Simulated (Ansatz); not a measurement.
Ansatz input file:

```yaml
crystal:
  lattice:
    - [15.0, 0.0, 0.0]
    - [0.0, 15.5, 0.0]
    - [0.0, 0.0, 16.0]
  atoms:
    - { symbol: Si, position: [0.5011452656, 0.4994289404, 0.4590852744] }
    - { symbol: F, position: [0.5821286678, 0.5013349585, 0.5188195017] }
    - { symbol: F, position: [0.4167260666, 0.4992361011, 0.5220952239] }
  symmetry: { detect: false }
basis:
  ecutwfc: 420
kpoints:
  mp_grid: { grid: [1, 1, 1] }
hamiltonian:
  xc: pbesol
scf:
  occupations: { method: gaussian, width: 0.005 }
output:
  forces: true
  eigenvalues: true
relax:
  adjacent_minimum: "off"
  f_tol: 0.01
  max_steps: 80
```

It can be run as
```bash
ansatz run input.yaml --threads 4 --pin off --backend cpu --events-out ev --progress --plain --runs-dir out  # memory cap (--max-ram) not shown
```

Method: Ansatz 0.2.0, DFT PBEsol, scalar-relativistic, plane waves, PAW.

Abridged output:

```
Pseudopotentials: kind: paw
Pseudopotential: Si, paw, valence charge 4, recommended cutoff 420 eV (normal)
Pseudopotential: F, paw, valence charge 7, recommended cutoff 420 eV (normal)
Functional definition: PBEsol
Crystal: 3 atoms, lattice volume = 3720.000 Å³
Basis set: ecut = 420 eV, 72689 PW (Γ), exchange–correlation on 216×216×216 points (8 copies of the dense FFT grid, shifted against one another)
Bands: 13, of which v1, the nominal top of the filled ones, is band 9 counted from 1 (8 counted from 0)
Symmetry: 1 space group operations
k-points: 1
Initial density: superposition of atomic densities (neutral atoms: chi_scale 0, normalization atom), corrected by the library's trained network
Initial wavefunctions: pseudopotential atomic-orbital guess
Functional: x = pbesol(κ = 0.804, μ = 0.12345679), c = pbesol(β = 0.046)
SCF iter   1: F=—  HF=-2222.816117 eV  |F-HF|=—  |Δ(HF+E_count)|=         —  Δρ=1.03e-3  dr2=2.46e-2  ethr=1.77e-3  ⟨swp⟩=10.0  Hψ=115  notcnv=0
SCF iter   2: F=—  HF=-2222.813605 eV  |F-HF|=—  |Δ(HF+E_count)|=   2.51e-3  Δρ=4.14e-4  dr2=4.46e-3  ethr=1.37e-4  ⟨swp⟩=4.0  Hψ=40  notcnv=0
SCF iter   3: F=—  HF=-2222.813709 eV  |F-HF|=—  |Δ(HF+E_count)|=   1.03e-4  Δρ=1.58e-4  dr2=4.72e-4  ethr=2.48e-5  ⟨swp⟩=4.0  Hψ=32  notcnv=0
SCF iter   4: F=—  HF=-2222.814772 eV  |F-HF|=—  |Δ(HF+E_count)|=   1.06e-3  Δρ=4.18e-5  dr2=3.67e-5  ethr=2.62e-6  ⟨swp⟩=7.0  Hψ=36  notcnv=0
SCF iter   5: F=—  HF=-2222.815117 eV  |F-HF|=—  |Δ(HF+E_count)|=   3.45e-4  Δρ=6.96e-6  dr2=1.32e-6  ethr=1.39e-8  ⟨swp⟩=6.0  Hψ=92  notcnv=0
SCF iter   6: F=-2222.815140 eV  HF=-2222.815140 eV  |F-HF|=1.45e-7  |Δ(HF+E_count)|=   2.26e-5  Δρ=4.79e-6  dr2=5.96e-7  ethr=7.34e-9  ⟨swp⟩=6.0  Hψ=81  notcnv=0
SCF 1 converged in 6 iterations: F = -2222.815140 eV  dr2 = 5.96e-7
relax step   1: F+E_penalty+E_count = -2222.81513981 eV  Δ(F+E_penalty+E_count) = +0.000e0 eV  max|allowed force component| = 1.824e0 eV/Å  Δτ_max = 0.0000 Å  (6 SCF iters, dr2 threshold 2.50e-6 eV, accepted)
Initial density: handed on by an earlier stage of this run
Initial wavefunctions: those handed on with the density
SCF iter   1: F=—  HF=-2222.854784 eV  |F-HF|=—  |Δ(HF+E_count)|=         —  Δρ=2.52e-4  dr2=2.28e-3  ethr=1.02e-5  ⟨swp⟩=3.0  Hψ=76  notcnv=0
SCF iter   2: F=—  HF=-2222.853739 eV  |F-HF|=—  |Δ(HF+E_count)|=   1.04e-3  Δρ=1.17e-4  dr2=2.68e-4  ethr=1.02e-5  ⟨swp⟩=4.0  Hψ=31  notcnv=0
SCF iter   3: F=—  HF=-2222.853688 eV  |F-HF|=—  |Δ(HF+E_count)|=   5.13e-5  Δρ=6.55e-5  dr2=1.11e-4  ethr=1.49e-6  ⟨swp⟩=4.0  Hψ=30  notcnv=0
SCF iter   4: F=-2222.853657 eV  HF=-2222.853658 eV  |F-HF|=9.31e-7  |Δ(HF+E_count)|=   2.96e-5  Δρ=1.54e-5  dr2=5.40e-6  ethr=5.56e-7  ⟨swp⟩=7.0  Hψ=80  notcnv=0
SCF 2 converged in 4 iterations: F = -2222.853657 eV  dr2 = 5.40e-6
relax step   2: F+E_penalty+E_count = -2222.85365732 eV  Δ(F+E_penalty+E_count) = -3.852e-2 eV  max|allowed force component| = 1.164e0 eV/Å  Δτ_max = 0.0118 Å  (4 SCF iters, dr2 threshold 1.00e-4 eV, accepted)
SCF iter   1: F=—  HF=-2222.886422 eV  |F-HF|=—  |Δ(HF+E_count)|=         —  Δρ=4.29e-4  dr2=7.28e-3  ethr=4.49e-4  ⟨swp⟩=3.0  Hψ=45  notcnv=0
SCF iter   2: F=—  HF=-2222.883365 eV  |F-HF|=—  |Δ(HF+E_count)|=   3.06e-3  Δρ=2.27e-4  dr2=1.01e-3  ethr=4.04e-5  ⟨swp⟩=4.0  Hψ=37  notcnv=0
SCF iter   3: F=—  HF=-2222.883219 eV  |F-HF|=—  |Δ(HF+E_count)|=   1.46e-4  Δρ=1.39e-4  dr2=5.08e-4  ethr=5.62e-6  ⟨swp⟩=4.0  Hψ=30  notcnv=0
SCF iter   4: F=—  HF=-2222.883083 eV  |F-HF|=—  |Δ(HF+E_count)|=   1.36e-4  Δρ=2.84e-5  dr2=1.77e-5  ethr=2.82e-6  ⟨swp⟩=4.0  Hψ=29  notcnv=0
SCF iter   5: F=-2222.883084 eV  HF=-2222.883086 eV  |F-HF|=2.28e-6  |Δ(HF+E_count)|=   2.65e-6  Δρ=1.15e-5  dr2=3.15e-6  ethr=9.84e-8  ⟨swp⟩=10.0  Hψ=76  notcnv=0
SCF 3 converged in 5 iterations: F = -2222.883084 eV  dr2 = 3.15e-6
relax step   3: F+E_penalty+E_count = -2222.88308355 eV  Δ(F+E_penalty+E_count) = -2.943e-2 eV  max|allowed force component| = 1.291e-1 eV/Å  Δτ_max = 0.0225 Å  (5 SCF iters, dr2 threshold 8.47e-5 eV, accepted)
SCF iter   1: F=—  HF=-2222.883650 eV  |F-HF|=—  |Δ(HF+E_count)|=         —  Δρ=6.30e-5  dr2=1.74e-4  ethr=1.05e-5  ⟨swp⟩=3.0  Hψ=45  notcnv=0
SCF iter   2: F=—  HF=-2222.883581 eV  |F-HF|=—  |Δ(HF+E_count)|=   6.90e-5  Δρ=3.72e-5  dr2=2.74e-5  ethr=9.67e-7  ⟨swp⟩=3.0  Hψ=35  notcnv=0
SCF iter   3: F=—  HF=-2222.883578 eV  |F-HF|=—  |Δ(HF+E_count)|=   2.64e-6  Δρ=2.13e-5  dr2=1.22e-5  ethr=1.52e-7  ⟨swp⟩=2.0  Hψ=26  notcnv=0
SCF iter   4: F=-2222.883576 eV  HF=-2222.883576 eV  |F-HF|=1.16e-7  |Δ(HF+E_count)|=   2.82e-6  Δρ=4.66e-6  dr2=4.59e-7  ethr=5.78e-9  ⟨swp⟩=8.0  Hψ=77  notcnv=0
SCF 4 converged in 4 iterations: F = -2222.883576 eV  dr2 = 4.59e-7
relax step   4: F+E_penalty+E_count = -2222.88357567 eV  Δ(F+E_penalty+E_count) = -4.921e-4 eV  max|allowed force component| = 8.314e-4 eV/Å  Δτ_max = 0.0036 Å  (4 SCF iters, dr2 threshold 1.04e-6 eV, accepted)
SCF iter   1: F=—  HF=-2222.883660 eV  |F-HF|=—  |Δ(HF+E_count)|=         —  Δρ=4.72e-6  dr2=4.68e-7  ethr=2.60e-9  ⟨swp⟩=1.0  Hψ=50  notcnv=0
SCF iter   2: F=—  HF=-2222.883576 eV  |F-HF|=—  |Δ(HF+E_count)|=   8.46e-5  Δρ=2.47e-6  dr2=1.23e-7  ethr=2.60e-9  ⟨swp⟩=2.0  Hψ=20  notcnv=0
SCF iter   3: F=-2222.883576 eV  HF=-2222.883576 eV  |F-HF|=3.56e-9  |Δ(HF+E_count)|=   5.63e-8  Δρ=1.52e-6  dr2=5.62e-8  ethr=5.56e-10  ⟨swp⟩=9.0  Hψ=62  notcnv=0
SCF 5 converged in 3 iterations: F = -2222.883576 eV  dr2 = 5.62e-8
relax step   5: F+E_penalty+E_count = -2222.88357573 eV  Δ(F+E_penalty+E_count) = -5.998e-8 eV  max|allowed force component| = 1.034e-3 eV/Å  Δτ_max = 0.0000 Å  (3 SCF iters, accepted)
SCF converged after 3 iterations
Free energy (F): -2222.883576 eV
Harris-Foulkes:  -2222.883576 eV  (|F-HF|=3.56e-9)
Internal energy: -2222.883576 eV  (E = F + TS)
E sigma→0 (E₀):  -2222.883576 eV
Fermi energy:    -5.005919 eV
--- Per-component energies (eV) ---
  E_band       = -270.868466
  E_kinetic    = 450.318555
  E_local      = -3713.478032  (includes V_loc(G=0)·N_el)
  E_nonlocal   = 173.300101
  E_hartree    = 1599.112247
  E_xc         = -209.303795
  E_vxc        = -245.818229  (∫ρ·V_xc dr)
  E_paw        = -885.489812  (= ΣΔE_a)
  E_vpaw       = -133.418271  (= ΣTr[D̂ρ^β])
  E_aug_tail   = 0.004066  (compensation charges beyond the density's cutoff)
  E_ewald      = 362.536650
  E_core_change = 0.116446  (= ΣΔE_core)
  E_smearing   =  0.000000  (= −TS)
--- Forces (eV/Å), atoms counted from 1 ---
  atom   1  Si     0.00011172    -0.00002812    -0.00102823
  atom   2  F     -0.00071280     0.00000767     0.00044508
  atom   3  F      0.00058249     0.00002021     0.00060010
--- Band table (eV) ---
  k-point 0: bands = ["-30.1615", "-29.6061", "-13.7747", "-12.0143", "-11.2158", "-11.1934", "-10.4543", "-9.9557", "-7.0584", "-2.9534", "-0.6462", "-0.3113", "-0.0224"]
--- Relaxed structure (5 steps of the walk, 5 accepted, 0 SCFs on fresh bases) ---
  F+E_penalty+E_count = -2222.88357573 eV   max|allowed force component| = 1.034e-3 eV/Å
  atoms:
    - { symbol: Si, position: [0.49943182, 0.49938170, 0.45734465] }
    - { symbol: F, position: [0.58305569, 0.50136887, 0.52034445] }
    - { symbol: F, position: [0.41751247, 0.49924941, 0.52231088] }
```

The relaxation met its thresholds.